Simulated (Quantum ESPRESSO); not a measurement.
Zr2TaO5F3, one run as intended and one with a planted mistake

Simulated, not a measurement. The program is pw.x of Quantum ESPRESSO 7.5 (plane-wave density functional theory). The cell is made up: 11 atoms on a rutile lattice with one site empty, with randomly drawn elements, strain and displacements, not relaxed. PseudoDojo standard norm-conserving files (v0.5 for PBE, v0.4.1 for LDA and PBEsol) set the functional; there is no spin polarisation, spin-orbit coupling or dispersion term, and the masses in the input are unused placeholders.

Intended input:

```
&control calculation='scf', pseudo_dir='./dojo.nc.sr.pbe.v0_5.standard.upf', outdir='./o', disk_io='medium', tprnfor=.true., tstress=.true. /
&system ibrav=0, nat=11, ntyp=4, nbnd=50, ecutwfc=84.00895049, nosym=.true., tot_charge=0,
 occupations='smearing', smearing='fd', degauss=0.0018374661
/
&electrons conv_thr=7.350e-09, electron_maxstep=60, /
ATOMIC_SPECIES
F 1.0 F.upf
O 1.0 O.upf
Ta 1.0 Ta.upf
Zr 1.0 Zr.upf
CELL_PARAMETERS angstrom
4.7856 0.0632 -0.0384
0.0632 4.8617 0.0226
-0.0512 0.0302 6.3077
ATOMIC_POSITIONS angstrom
Zr 0.0079 0.0102 0.0019
Ta -0.0592 0.0256 3.1821
Zr 2.3614 2.4905 4.6613
O 1.4664 1.5444 -0.0029
F 3.3668 3.4126 -0.0203
O 3.8304 0.9967 1.5548
O 1.0027 3.9007 1.5954
F 1.4597 1.5089 3.1463
O 3.3261 3.4375 3.1507
O 3.838 1.0213 4.698
F 0.9855 3.9692 4.7452
K_POINTS automatic
5 5 4 1 1 1
```

The log is shortened where brackets say so; the opening notice, blank lines, dates and the lines on written files are dropped, and the path of the files is cut. It prints rydbergs, bohrs and kilobars, and counts compression as positive stress. Where no state is partly filled, the Fermi energy that it prints is only some level between the filled and the empty states on the mesh, and need not lie in the true gap.

Log of the intended run:

```
     Program PWSCF v.7.5
     Parallel version (MPI & OpenMP), running on       1 processor cores
     Number of MPI processes:                 1
     Threads/MPI process:                     1
     [start-up lines left out]
     bravais-lattice index     =            0
     lattice parameter (alat)  =       9.0446  a.u.
     unit-cell volume          =     990.1004 (a.u.)^3
     number of atoms/cell      =           11
     number of atomic types    =            4
     number of electrons       =        88.00
     number of Kohn-Sham states=           50
     kinetic-energy cutoff     =      84.0090  Ry
     charge density cutoff     =     336.0358  Ry
     scf convergence threshold =      7.3E-09
     mixing beta               =       0.7000
     number of iterations used =            8  plain     mixing
     Exchange-correlation= PBE
                           (   1   4   3   4   0   0   0)
     [axes and pseudopotential details left out]
   Cartesian axes
     site n.     atom                  positions (alat units)
         1        Zr     tau(   1) = (   0.0016506   0.0021311   0.0003970  )
         2        Ta     tau(   2) = (  -0.0123690   0.0053487   0.6648529  )
         3        Zr     tau(   3) = (   0.4933797   0.5203533   0.9739100  )
         4        O      tau(   4) = (   0.3063827   0.3226796  -0.0006059  )
         5        F      tau(   5) = (   0.7034433   0.7130125  -0.0042414  )
         6        O      tau(   6) = (   0.8003057   0.2082458   0.3248526  )
         7        O      tau(   7) = (   0.2094994   0.8149938   0.3333353  )
         8        F      tau(   8) = (   0.3049828   0.3152624   0.6573730  )
         9        O      tau(   9) = (   0.6949396   0.7182150   0.6582924  )
        10        O      tau(  10) = (   0.8018936   0.2133856   0.9815779  )
        11        F      tau(  11) = (   0.2059057   0.8293059   0.9914396  )
     number of k points=    50  Fermi-Dirac smearing, width (Ry)=  0.0018
                       cart. coord. in units 2pi/alat
        k(    1) = (   0.0994986   0.0967105   0.0951924), wk =   0.0400000
        k(    2) = (   0.1010328   0.0958087   0.2849048), wk =   0.0400000
     [further k points left out]
     Dense  grid:   103013 G-vectors     FFT dimensions: (  54,  54,  72)
     Estimated max dynamical RAM per process >     164.30 MB
     Initial potential from superposition of free atoms
     starting charge      87.9943, renormalised to      88.0000
     Starting wfcs are   62 randomized atomic wfcs
     total cpu time spent up to now is       15.9 secs
     per-process dynamical memory:    97.6 Mb
     Self-consistent Calculation
     iteration #  1     ecut=    84.01 Ry     beta= 0.70
     Davidson diagonalization with overlap
     ethr =  1.00E-02,  avg # of iterations =  2.0
     total cpu time spent up to now is       45.5 secs
     total energy              =    -644.38643459 Ry
     estimated scf accuracy    <       4.65104384 Ry
     iteration #  2     ecut=    84.01 Ry     beta= 0.70
     Davidson diagonalization with overlap
     ethr =  5.29E-03,  avg # of iterations =  6.0
     total cpu time spent up to now is      112.3 secs
     total energy              =    -639.21816683 Ry
     estimated scf accuracy    <      54.27414875 Ry
     [iterations 3 to 16 left out]
     iteration # 17     ecut=    84.01 Ry     beta= 0.70
     Davidson diagonalization with overlap
     ethr =  1.08E-10,  avg # of iterations =  2.1
     total cpu time spent up to now is      845.9 secs
     total energy              =    -646.94991325 Ry
     estimated scf accuracy    <       0.00000002 Ry
     iteration # 18     ecut=    84.01 Ry     beta= 0.70
     Davidson diagonalization with overlap
     ethr =  2.29E-11,  avg # of iterations =  4.6
     total cpu time spent up to now is      882.4 secs
     End of self-consistent calculation
     [lines on levels left out]
     the Fermi energy is     8.4936 ev
!    total energy              =    -646.94991325 Ry
     estimated scf accuracy    <          2.8E-09 Ry
     smearing contrib. (-TS)   =       0.00000000 Ry
     internal energy E=F+TS    =    -646.94991325 Ry
     The total energy is F=E-TS. E is the sum of the following terms:
     one-electron contribution =    -232.84861173 Ry
     hartree contribution      =     159.37771316 Ry
     xc contribution           =    -144.41298527 Ry
     ewald contribution        =    -429.06602941 Ry
     convergence has been achieved in  18 iterations
     Forces acting on atoms (cartesian axes, Ry/au):
     atom    1 type  4   force =     0.04583876    0.09977408    0.31158913
     atom    2 type  3   force =    -0.17380238   -0.04111138   -0.42420842
     atom    3 type  4   force =     0.08407635   -0.09627912    0.08120456
     atom    4 type  2   force =    -0.03292928   -0.03737506   -0.11446308
     atom    5 type  1   force =     0.00633742    0.00912764   -0.04573977
     atom    6 type  2   force =     0.07924960   -0.07267873    0.10575806
     atom    7 type  2   force =    -0.07097300    0.07906888    0.09439926
     atom    8 type  1   force =    -0.04448766   -0.04319426    0.00728244
     atom    9 type  2   force =     0.10032810    0.10179727    0.07550202
     atom   10 type  2   force =     0.00218271   -0.00343402   -0.07149010
     atom   11 type  1   force =     0.00417936    0.00430470   -0.01983410
     Total force =     0.663518     Total SCF correction =     0.000137
     Computing stress (Cartesian axis) and pressure
          total   stress  (Ry/bohr**3)                   (kbar)     P=      -12.85
   0.00012958  -0.00061039   0.00029589           19.06      -89.79       43.53
  -0.00061039   0.00008259   0.00012664          -89.79       12.15       18.63
   0.00029589   0.00012664  -0.00047422           43.53       18.63      -69.76
     init_run     :     14.95s CPU     15.79s WALL (       1 calls)
     electrons    :    829.61s CPU    866.55s WALL (       1 calls)
     forces       :      6.87s CPU      6.95s WALL (       1 calls)
     stress       :     26.11s CPU     27.08s WALL (       1 calls)
     [timing details left out]
     PWSCF        :  14m37.81s CPU  15m17.24s WALL
     JOB DONE.
```

A second run has one planted mistake: the files are those of another functional. The input lines that differ, file-writing options aside:

```
- &control calculation='scf', pseudo_dir='./dojo.nc.sr.pbe.v0_5.standard.upf', outdir='./o', disk_io='medium', tprnfor=.true., tstress=.true. /
+ &control calculation='scf', pseudo_dir='./dojo.nc.sr.lda.v0_4_1.standard.upf', outdir='./o', disk_io='low', tprnfor=.true., tstress=.true. /
```

Its log:

```
     Program PWSCF v.7.5
     Parallel version (MPI & OpenMP), running on       4 processor cores
     Number of MPI processes:                 4
     Threads/MPI process:                     1
     [start-up lines left out]
     bravais-lattice index     =            0
     lattice parameter (alat)  =       9.0446  a.u.
     unit-cell volume          =     990.1004 (a.u.)^3
     number of atoms/cell      =           11
     number of atomic types    =            4
     number of electrons       =        88.00
     number of Kohn-Sham states=           50
     kinetic-energy cutoff     =      84.0090  Ry
     charge density cutoff     =     336.0358  Ry
     scf convergence threshold =      7.3E-09
     mixing beta               =       0.7000
     number of iterations used =            8  plain     mixing
     Exchange-correlation= SLA  PW   NOGX NOGC
                           (   1   4   0   0   0   0   0)
     [axes and pseudopotential details left out]
   Cartesian axes
     site n.     atom                  positions (alat units)
         1        Zr     tau(   1) = (   0.0016506   0.0021311   0.0003970  )
         2        Ta     tau(   2) = (  -0.0123690   0.0053487   0.6648529  )
         3        Zr     tau(   3) = (   0.4933797   0.5203533   0.9739100  )
         4        O      tau(   4) = (   0.3063827   0.3226796  -0.0006059  )
         5        F      tau(   5) = (   0.7034433   0.7130125  -0.0042414  )
         6        O      tau(   6) = (   0.8003057   0.2082458   0.3248526  )
         7        O      tau(   7) = (   0.2094994   0.8149938   0.3333353  )
         8        F      tau(   8) = (   0.3049828   0.3152624   0.6573730  )
         9        O      tau(   9) = (   0.6949396   0.7182150   0.6582924  )
        10        O      tau(  10) = (   0.8018936   0.2133856   0.9815779  )
        11        F      tau(  11) = (   0.2059057   0.8293059   0.9914396  )
     number of k points=    50  Fermi-Dirac smearing, width (Ry)=  0.0018
                       cart. coord. in units 2pi/alat
        k(    1) = (   0.0994986   0.0967105   0.0951924), wk =   0.0400000
        k(    2) = (   0.1010328   0.0958087   0.2849048), wk =   0.0400000
     [further k points left out]
     Dense  grid:   103013 G-vectors     FFT dimensions: (  54,  54,  72)
     Estimated max dynamical RAM per process >     291.98 MB
     Estimated total dynamical RAM >       1.07 GB
     Initial potential from superposition of free atoms
     starting charge      87.9953, renormalised to      88.0000
     Starting wfcs are   62 randomized atomic wfcs
     total cpu time spent up to now is        7.8 secs
     per-process dynamical memory:   227.6 Mb
     Self-consistent Calculation
     iteration #  1     ecut=    84.01 Ry     beta= 0.70
     Davidson diagonalization with overlap
     ethr =  1.00E-02,  avg # of iterations =  2.0
     total cpu time spent up to now is       18.6 secs
     total energy              =    -644.07184541 Ry
     estimated scf accuracy    <       4.45089069 Ry
     iteration #  2     ecut=    84.01 Ry     beta= 0.70
     Davidson diagonalization with overlap
     ethr =  5.06E-03,  avg # of iterations =  6.1
     total cpu time spent up to now is       35.1 secs
     total energy              =    -639.10595069 Ry
     estimated scf accuracy    <      53.15469185 Ry
     [iterations 3 to 16 left out]
     iteration # 17     ecut=    84.01 Ry     beta= 0.70
     Davidson diagonalization with overlap
     ethr =  1.39E-10,  avg # of iterations =  2.0
     total cpu time spent up to now is      190.8 secs
     total energy              =    -646.57274581 Ry
     estimated scf accuracy    <       0.00000004 Ry
     iteration # 18     ecut=    84.01 Ry     beta= 0.70
     Davidson diagonalization with overlap
     ethr =  4.45E-11,  avg # of iterations =  3.1
     total cpu time spent up to now is      200.1 secs
     End of self-consistent calculation
     [lines on levels left out]
     the Fermi energy is     8.0550 ev
!    total energy              =    -646.57274581 Ry
     estimated scf accuracy    <          1.3E-09 Ry
     smearing contrib. (-TS)   =       0.00000000 Ry
     internal energy E=F+TS    =    -646.57274581 Ry
     The total energy is F=E-TS. E is the sum of the following terms:
     one-electron contribution =    -233.40744841 Ry
     hartree contribution      =     158.23852941 Ry
     xc contribution           =    -142.33779740 Ry
     ewald contribution        =    -429.06602941 Ry
     convergence has been achieved in  18 iterations
     Forces acting on atoms (cartesian axes, Ry/au):
     atom    1 type  4   force =     0.04470901    0.09726763    0.30360296
     atom    2 type  3   force =    -0.17140112   -0.03985728   -0.41372569
     atom    3 type  4   force =     0.08140917   -0.09341207    0.07839434
     atom    4 type  2   force =    -0.03486127   -0.03952206   -0.12216924
     atom    5 type  1   force =     0.00845624    0.01179679   -0.05575820
     atom    6 type  2   force =     0.09307701   -0.08641919    0.11008690
     atom    7 type  2   force =    -0.08295452    0.09138536    0.09605266
     atom    8 type  1   force =    -0.04899379   -0.04697363    0.01944344
     atom    9 type  2   force =     0.10400000    0.10675263    0.08494906
     atom   10 type  2   force =     0.00870038   -0.01023864   -0.07606162
     atom   11 type  1   force =    -0.00214111    0.00922046   -0.02481461
     Total force =     0.664896     Total SCF correction =     0.000087
     Computing stress (Cartesian axis) and pressure
          total   stress  (Ry/bohr**3)                   (kbar)     P=     -112.35
  -0.00051644  -0.00060684   0.00027979          -75.97      -89.27       41.16
  -0.00060684  -0.00056708   0.00011803          -89.27      -83.42       17.36
   0.00027979   0.00011803  -0.00120768           41.16       17.36     -177.66
     init_run     :      5.64s CPU      7.39s WALL (       1 calls)
     electrons    :    189.62s CPU    192.32s WALL (       1 calls)
     forces       :      1.80s CPU      1.85s WALL (       1 calls)
     stress       :      6.31s CPU      6.61s WALL (       1 calls)
     [timing details left out]
     PWSCF        :   3m23.79s CPU   3m28.70s WALL
     JOB DONE.
```

```
                                            intended run  run with the mistake
                          free energy (eV)     -8802.202             -8797.070
                    smearing term -TS (eV)        0.0000                0.0000
                            pressure (GPa)         -1.29                -11.23
            largest force component (eV/Å)        10.907                10.637
largest change of a force component (eV/Å)                               0.356
                                iterations            18                    18
```

For scale, a rerun of the intended cell at a cutoff of 1467 eV and k mesh 7 x 7 x 6 moved values by no more than 0.004 eV in energy, 0.03 GPa in stress and 0.002 eV/Å in force. Files of another functional have another zero of energy, so the energy change says nothing on stability.